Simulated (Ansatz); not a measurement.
Si₂BN:
```cif
data_BNSi2
_chemical_formula_sum 'B1 N1 Si2'
_space_group_name_H-M_alt 'P 1'
_space_group_IT_number 1
_cell_length_a 5.67568
_cell_length_b 5.67568
_cell_length_c 5.67568
_cell_angle_alpha 31.998
_cell_angle_beta 31.998
_cell_angle_gamma 31.998
loop_
_space_group_symop_operation_xyz
  'x, y, z'
loop_
_atom_site_label
_atom_site_type_symbol
_atom_site_fract_x
_atom_site_fract_y
_atom_site_fract_z
_atom_site_occupancy
B1 B 0.01297 0.01297 0.01297 1
N1 N 0.11466 0.11466 0.11466 1
Si1 Si 0.48964 0.48964 0.48964 1
Si2 Si 0.63276 0.63276 0.63276 1
```

Relaxed with r²SCAN.

**Question.** Which orbitals make up the states near the Fermi level in r²SCAN in the plane-wave PAW code Ansatz?

**Answer.** Within 0.5 eV of the Fermi level: Si 3p 42 %, B 2p 25 %, N 2s 9 %, N 2p 6 %, Si 3s 6 %, outside the projected shells 8 %. Projections are on Löwdin-orthogonalised atomic valence shells; empty p or d shells of many metals are not among them.

**Question.** Tabulate the density of states.

**Answer.** States/eV per cell of 4 atoms, in 0.25 eV bins, energy from the Fermi level.

```csv
E (eV),total,Si 3p,N 2p,B 2p
-7.85,1.82,0.41,0.89,0.23
-7.60,2.40,0.48,1.21,0.33
-7.35,2.70,0.48,1.58,0.33
-7.10,1.22,0.22,0.85,0.09
-6.85,1.02,0.22,0.65,0.10
-6.60,1.04,0.25,0.59,0.14
-6.35,1.18,0.31,0.58,0.19
-6.10,1.13,0.38,0.36,0.27
-5.85,1.06,0.42,0.19,0.29
-5.60,0.80,0.35,0.11,0.18
-5.35,0.94,0.45,0.10,0.17
-5.10,1.35,0.67,0.14,0.26
-4.85,1.13,0.55,0.14,0.23
-4.60,0.99,0.47,0.14,0.21
-4.35,0.92,0.43,0.14,0.20
-4.10,0.88,0.41,0.15,0.19
-3.85,0.93,0.43,0.16,0.21
-3.60,1.52,0.79,0.23,0.35
-3.35,1.67,0.85,0.26,0.40
-3.10,1.03,0.49,0.13,0.31
-2.85,0.67,0.30,0.05,0.26
-2.60,0.63,0.27,0.04,0.26
-2.35,0.62,0.26,0.03,0.27
-2.10,0.63,0.26,0.03,0.28
-1.85,0.66,0.27,0.03,0.31
-1.60,0.76,0.31,0.03,0.38
-1.35,0.86,0.35,0.03,0.44
-1.10,0.82,0.33,0.03,0.41
-0.85,0.73,0.29,0.02,0.32
-0.60,0.74,0.30,0.03,0.29
-0.35,0.82,0.33,0.04,0.27
-0.10,0.85,0.35,0.05,0.24
0.15,1.04,0.43,0.06,0.24
0.40,1.21,0.52,0.09,0.21
0.65,1.39,0.57,0.12,0.26
0.90,1.41,0.58,0.13,0.23
1.15,1.13,0.50,0.14,0.07
1.40,0.99,0.43,0.14,0.05
1.65,0.72,0.30,0.09,0.04
1.90,0.48,0.17,0.05,0.03
2.15,0.69,0.23,0.07,0.07
2.40,1.80,0.58,0.25,0.17
2.65,1.98,0.65,0.30,0.18
2.90,1.58,0.56,0.24,0.16
3.15,1.23,0.48,0.18,0.12
3.40,0.95,0.41,0.12,0.07
3.65,1.13,0.49,0.14,0.10
3.90,1.61,0.62,0.20,0.17
4.15,2.67,1.20,0.29,0.33
4.40,2.09,1.01,0.24,0.24
4.65,1.06,0.58,0.11,0.09
```

Space group R3m. The start of the workflow was typed in or built on a structure type; neither database checked (COD, Materials Project) lists it. Whether it is the stable phase at ambient conditions was not checked. The cell was relaxed with r²SCAN under the symmetry of its start; its stability against distortions is not shown here.

Potentials: the earlier of the program's two PAW sets. The files were generated under PBE; for other functionals the program regenerates the frozen cores, and for LDA and PBEsol the local potential too.
